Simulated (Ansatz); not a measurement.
A geometry of SiO$_{2}$ away from equilibrium: the start of the relaxation of a generated trial cell of SiO2 in the alpha-quartz structure type. These are r2SCAN (plane waves to 500 eV, PAW, scalar-relativistic; Ansatz, a quantum-chemistry and plane-wave program) values and carry that method's errors. Γ-centred k-mesh 6×6×5 on the run's cell (coarser than for final values), Fermi–Dirac smearing 0.05 eV.

```xyz
9
Lattice="4.9140 0.0000 0.0000 -2.4570 4.2556 0.0000 0.0000 0.0000 5.4060" Properties=species:S:1:pos:R:3:forces:R:3 pbc="T T T" free_energy=-5340.294 pressure_GPa=1.8
Si     2.3091     0.0000     4.5050    0.0523    0.0000    0.0000
Si    -1.1545     1.9997     0.9010   -0.0261    0.0453    0.0000
Si     1.3025     2.2559     2.7030   -0.0261   -0.0453    0.0000
O      1.3740     1.1354     3.8599   -0.1017    0.0622    0.0226
O      3.2437     0.6222     0.2559   -0.0030   -0.1191    0.0226
O      2.7533     2.4981     2.0579    0.1047    0.0570    0.0226
O     -1.0830     3.1202     5.1501   -0.1017   -0.0622   -0.0226
O      0.2963     1.7576     1.5461    0.1047   -0.0570   -0.0226
O      0.7867     3.6335     3.3481   -0.0030    0.1191   -0.0226
```

Positions in Å, forces in eV/Å, free energy of the cell in eV (comparable only within this code, potentials and settings). Largest force: 0.12 eV/Å, on O4, O5, O6, O7, O8, O9 (atoms numbered as listed); the geometry lies under 0.01 eV/atom above the end of its relaxation.

No spin polarisation in the result.

The run could not lose the symmetry of its start.
